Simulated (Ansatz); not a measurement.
Input and command of a plane-wave DFT calculation in Ansatz:

```yaml
crystal:
  lattice:
    - [7.118300255, 0.0, 0.0]
    - [-3.5591501275, 6.1646288526, 0.0]
    - [0.0, 0.0, 7.3003339408]
  atoms:
    - { symbol: Pt, position: [0.5, 0.5, 0.0] }
    - { symbol: Pt, position: [0.5, 0.0, 0.0] }
    - { symbol: Pt, position: [0.0, 0.5, 0.0] }
    - { symbol: Pt, position: [0.0, 0.0, 0.0] }
    - { symbol: S, position: [0.1669910077, 0.3334955039, 0.1708340923] }
    - { symbol: S, position: [0.1666666667, 0.8333333333, 0.1696546538] }
    - { symbol: S, position: [0.6665044961, 0.3334955039, 0.1708340923] }
    - { symbol: S, position: [0.6665044961, 0.8330089923, 0.1708340923] }
    - { symbol: S, position: [0.3334955039, 0.1669910077, 0.8291659077] }
    - { symbol: S, position: [0.3334955039, 0.6665044961, 0.8291659077] }
    - { symbol: S, position: [0.8333333333, 0.1666666667, 0.8303453462] }
    - { symbol: S, position: [0.8330089923, 0.6665044961, 0.8291659077] }
    - { symbol: K, position: [0.5, 0.5, 0.5] }
basis:
  ecutwfc: 420
kpoints:
  mp_grid: { grid: [6, 6, 4] }
hamiltonian:
  xc: pbe
  dispersion: d3bj
scf:
  occupations: { method: gaussian, width: 0.1 }
output:
  forces: true
  stress: true
  eigenvalues: true
relax:
  adjacent_minimum: "off"
  f_tol: 0.025
  max_steps: 70
  cell: { stress_tol: 0.12 }
```

```bash
ansatz run input.yaml --threads 2 --pin off --max-ram 5120MiB --backend cpu --events-out ev --progress --plain --runs-dir out
```

Processor: Arm Neoverse V2, 2 threads, on a host shared with other jobs.

Problem. How long does it run, and how much memory does it take?

Solution. About 80 s on 2 threads of Arm Neoverse V2, on a shared host, peak memory 0.88 GiB. It solves 78 bands at 24 k points (the mesh reduced by the symmetry that the task leaves, which can be less than the crystal's) with about 6211 plane waves (on the last cell), in 23 SCF iterations over 4 ionic steps.